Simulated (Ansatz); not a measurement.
Cold compression of RuRh

```
CELL_PARAMETERS angstrom
2.70942 0.00000 0.00000
-1.35471 2.34642 0.00000
0.00000 0.00000 4.29837
ATOMIC_POSITIONS crystal
Ru 0.00000 0.00000 0.50000
Rh 0.66667 0.33333 0.00000
```

The base volume is that of a database entry, so it needn't be at zero pressure; the structure needn't be the stable phase, at rest or compressed.

Its volume is scaled at fixed shape and fractional positions.

All numbers are PBEsol results (scalar-relativistic) from Ansatz 0.2.0, with a Γ-centred 15×15×9 k mesh, Fermi–Dirac smearing of 0.05 eV, no spin polarisation. Methods: LAPW: all electrons, basis error target 1 meV/atom; PAW: frozen-core files, cutoff 420 eV; crystal datasets: all electrons, by PAW datasets that the program makes for each cell.

Energies are extrapolated to zero smearing and count from the unscaled cell; pressure is positive in compression; gaps take the mesh and a band path. No temperature or zero-point motion is included.

The PAW files were made under PBE.

| V/V0 | V (Å³/atom) | P LAPW (GPa) | ΔE LAPW (eV/atom) | P PAW − LAPW (GPa) | ΔE PAW − LAPW (meV/atom) |
| --- | --- | --- | --- | --- | --- |
| 1.00 | 13.66 | -5.67 | 0.000 | 0.02 | 0.0 |
| 0.70 | 9.56 | 244.6 | 2.127 | -0.08 | 0.1 |
| 0.60 | 8.20 | ? | 5.199 | -0.50 | -2.0 |
| 0.40 | 5.47 | 2195 | 24.521 | -9.81 | -52.7 |

**Question.** Fill in "P LAPW (GPa)" for the row "0.60".

**Answer.** 504.8.

**Question.** From the table, what is the rise of the enthalpy H = E + pV up to the last row, and how stiff is the crystal between the last two rows?

**Answer.** ΔH = 24.521 eV + (2195 GPa × 5.47 Å³ + 5.67 GPa × 13.66 Å³) × 0.006242 eV/(GPa·Å³) = 99.87 eV/atom, of which pV makes 75 %. The mean bulk modulus there is −ΔP/Δln V = 4170 GPa.

**Question.** At the smallest volume, how far do crystal datasets lie from LAPW in pressure?

**Answer.** crystal datasets: 0.00 GPa, on a LAPW pressure of 2195 GPa.

**Question.** How do the Löwdin populations by LAPW change from the unscaled cell to the last row?

**Answer.** Ru 4s 1.96 → 1.85, Ru 5s 0.82 → 0.50, Ru 4p 5.99 → 5.94, Ru 4d 7.16 → 7.73, Rh 4s 1.97 → 1.86, Rh 5s 0.80 → 0.52, Rh 4p 6.00 → 5.96, Rh 4d 8.11 → 8.40 electrons an atom. These are projections on the shells that the free atoms fill; 0.19 e a cell lies outside them at the start and 0.25 e at the end.
